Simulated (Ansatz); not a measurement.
## Rh (diamond): energy against volume

These are results of Ansatz, DFT, LDA (PW92), plane waves (420 eV) with PAW, scalar-relativistic, not measurements. (PAW data from PBE, frozen cores regenerated.)

The cell is scaled uniformly from the relaxed one, with fractional coordinates and shape fixed. Energies are extrapolated to zero smearing, pressures are those at the given smearing. Magnetic state: spin not included.

A Birch-Murnaghan fit gives V₀ = 19.55 Å³/atom, B₀ = 164 GPa, B₀′ = 4.9.

Q: What are the energy above the minimum and the pressure at 18.030 Å³/atom?

A: 71.5 meV/atom and 16.59 GPa as computed.

Q: What are the energy above the minimum and the pressure at 21.166 Å³/atom?

A: 58.2 meV/atom and -10.30 GPa as computed.

Q: What are the energy above the minimum and the pressure at 21.950 Å³/atom?

A: 119.5 meV/atom and -13.80 GPa as computed.
